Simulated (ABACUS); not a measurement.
Set-up for a self-consistent single point of Ti (P6/mmm, 3 atoms in the cell; from Materials Project mp-72, changed as shown).

```
Ti
1.0
    4.63995     0.00000     0.00000
   -2.31997     4.01831     0.00000
    0.00000     0.00000     2.87115
Ti
3
Direct
  0.00000   0.00000   0.00000
  0.33333   0.66667   0.50000
  0.66667   0.33333   0.50000
```

All values come from this method and carry its errors: PBEsol, PseudoDojo 0.4 standard norm-conserving PBEsol (tails mended) pseudopotentials (plane waves; ABACUS 3.10.1).

ABACUS settings:

```
setting                                                                  value
---------------  -------------------------------------------------------------
KPT                                                         Gamma 8 8 11 0 0 0
basis_type                                                                  pw
dft_functional                                                          PBESOL
ecutwfc                                                                  84 Ry
smearing_method                                                             fd
smearing_sigma                                                   0.00734986 Ry
potentials       PseudoDojo 0.4 standard norm-conserving PBEsol (tails mended)
symmetry                                                                     1
symmetry_prec                                                            1e-05
ks_solver                                                         dav_subspace
scf_nmax                                                                   100
scf_thr                                                             1.0e-09 Ry
mixing_type                                                            broyden
mixing_beta                                                                0.7
```

Results:

* **Number of valence electrons**: 36
* **Number of bands**: 28
* **Number of k-points after the program's reduction**: 60
* **Number of plane waves (most at a k-point)**: 4718
* **Number of SCF iterations**: 11
* **FFT grid**: 54 × 54 × 32
* **Free energy E − TS**: -4840.9538 eV
* **Fermi level (on the code's own zero)**: 12.73 eV
* **Pressure**: -8.17 GPa

Stress (GPa, positive for compression):
```
-8.13   0.00   0.00
 0.00  -8.13   0.00
 0.00   0.00  -8.26
```

For comparison: a first run was changed to give this one (volume scaled by 0.99), and from it to this one the free energy drops by 9.7 meV/atom and the pressure goes from -9.04 to -8.17 GPa.

The structure comes from a collection of computed structures, made at another level of theory; the collection holds predicted forms beside known ones. Its lattice was then scaled.

Cost on one core: roughly 4 core-minutes.

“Tails mended”: in these copies of the files the far tail of each local potential was reset to the Coulomb form.
